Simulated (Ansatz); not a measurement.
YF₃:
```
CELL_PARAMETERS angstrom
      6.33078     0.00000     0.00000
      0.00000     6.83938     0.00000
      0.00000     0.00000     4.36919
ATOMIC_POSITIONS crystal
  Y  0.63089 0.75000 0.93866
  Y  0.36911 0.25000 0.06134
  Y  0.86911 0.25000 0.43866
  Y  0.13089 0.75000 0.56134
  F  0.16506 0.43685 0.37799
  F  0.83494 0.56315 0.62201
  F  0.33494 0.56315 0.87799
  F  0.66506 0.43685 0.12201
  F  0.66506 0.06315 0.12201
  F  0.33494 0.93685 0.87799
  F  0.83494 0.93685 0.62201
  F  0.16506 0.06315 0.37799
  F  0.52313 0.25000 0.58948
  F  0.47687 0.75000 0.41052
  F  0.97687 0.75000 0.08948
  F  0.02313 0.25000 0.91052
```

Relaxed with PBEsol. Special points in fractions of this cell's reciprocal vectors: Γ (0.000, 0.000, 0.000); X (0.500, 0.000, 0.000); S (0.500, 0.500, 0.000); Y (0.000, 0.500, 0.000); Z (0.000, 0.000, 0.500); U (0.500, 0.000, 0.500); R (0.500, 0.500, 0.500); T (0.000, 0.500, 0.500).

Task: List the band energies nearest the valence-band maximum at these points for DFT-PBEsol in the program Ansatz with PAW potentials.

Result: In eV from the valence-band maximum; about four levels below and three above (degenerate sets whole), none deeper than 8.9 eV; points with the same levels are listed once.

| k | below | above |
|---|---|---|
| Γ | -0.16 -0.11 -0.08 -0.05 | 7.90 8.24 8.26 |
| X | -0.14 -0.14 -0.14 -0.14 | 8.14 8.14 8.47 8.47 |
| S | -0.16 -0.16 -0.16 -0.16 | 8.34 8.34 8.34 8.34 |
| Y | -0.23 -0.23 -0.16 -0.16 | 8.12 8.12 8.33 8.33 |
| Z | -0.41 -0.41 0.00 0.00 | 7.89 7.89 8.32 8.32 |
| U | -0.44 -0.44 -0.04 -0.04 | 7.93 7.93 8.40 8.40 |
| R | -0.22 -0.22 -0.22 -0.22 | 8.22 8.22 8.22 8.22 |
| T | -0.41 -0.41 -0.10 -0.10 | 8.07 8.07 8.22 8.22 |

Space group Pnma. The first step of the workflow began from a Materials Project structure, measured or hypothetical; the Crystallography Open Database files this formula in space group No. 62, but the cells were not matched. Its standing as an ambient phase is unchecked. Symmetry was held in the PBEsol relaxation; of distortions, only those at the zone centre were tested. The run is not spin-polarised. Spin–orbit coupling is left out wherever it is not named.

Potentials: the later of the program's two PAW sets.
